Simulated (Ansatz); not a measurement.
## WSe2 (P6_3/mmc): gap, valleys and masses

```yaml
crystal:
  lattice:
    - [3.27113, 0.00000, 0.00000]
    - [-1.63556, 2.83288, 0.00000]
    - [0.00000, 0.00000, 13.22288]
  atoms:
    - { symbol: W, position: [0.33333, 0.66667, 0.25000] }
    - { symbol: W, position: [0.66667, 0.33333, 0.75000] }
    - { symbol: Se, position: [0.33333, 0.66667, 0.62339] }
    - { symbol: Se, position: [0.66667, 0.33333, 0.12339] }
    - { symbol: Se, position: [0.33333, 0.66667, 0.87661] }
    - { symbol: Se, position: [0.66667, 0.33333, 0.37661] }
```

Level of theory, where no other is named: PBEsol, all-electron LAPW in Ansatz 0.2.0, scalar-relativistic. k mesh 8×8×2, fixed occupations, basis error target 1 meV/atom. The cell was relaxed by PAW under this functional.

Extrema are searched on a 10×10×4 mesh and refined by Newton steps; masses come from band slopes 0.005 Å⁻¹ away, 1/m* = (1/ħ²) d²E/dk², negative for holes (the finite step makes the lightest masses up to about 3 % heavy). k is in units of the reciprocal vectors.

Task: Where are the band edges, and is the gap direct?

Result: The valence maximum lies at Gamma (0.000, 0.000, 0.000) and the conduction minimum at (0.180, 0.180, 0.000), so the Kohn-Sham gap of 1.021 eV is indirect; the least direct gap on the mesh is 1.855 eV. A further valence extremum at K (0.333, 0.333, 0.000) lies 0.123 eV from the edge (2 equivalent points).

Task: What are the electron masses at the edge?

Result: The principal masses are 0.426, 0.446, 0.53 mₑ. One valley has a density-of-states mass (m₁m₂m₃)^(1/3) = 0.465; 6 valleys give N^(2/3) times that, 1.54; the direction-averaged conductivity mass 3/Σ(1/mᵢ) is 0.463 mₑ.

Task: What are the hole masses at the edge?

Result: The principal masses are 0.915, 0.915, 0.989 mₑ. One valley has a density-of-states mass (m₁m₂m₃)^(1/3) = 0.939; the direction-averaged conductivity mass 3/Σ(1/mᵢ) is 0.938 mₑ.

Task: Along the Cartesian direction y the conduction slope is 0.082 eV·Å one step out. What is it four steps out, and what does that say?

Result: 0.3268 eV·Å, 3.986 times the first; a parabola would give 4, so the band is nearly parabolic here.

Task: What electronic dielectric constant and refractive index follow from the same bands (independent particles)?

Result: ε∞ = (15.53, 15.53, 10.43), so n ≈ √ε∞ = 3.72 (mean over directions) well under the gap and the normal reflectivity is ((n − 1)/(n + 1))² = 0.332. With the conductivity mass, a hydrogenic donor screened by ε∞ alone would bind by 13.6 eV × m*/ε∞² = 33 meV; static screening by the ions makes it shallower. Local fields, left out here, lower ε∞ by several per cent.

Task: What gap does PAW give in the same cell?

Result: 1.020 eV, -1 meV from the LAPW value.

Limits of these numbers: no spin-orbit coupling on heavy atoms; semilocal gaps are low, and what follows the gap (onsets, screening, light masses) shifts with it; no dispersion correction, so the spacing and stiffness between layers or molecules are poor; the k mesh misses the point K, so gaps read on it can be too wide; the frozen-core PAW files of the compared runs were fitted under PBE, their cores solved anew for this functional.
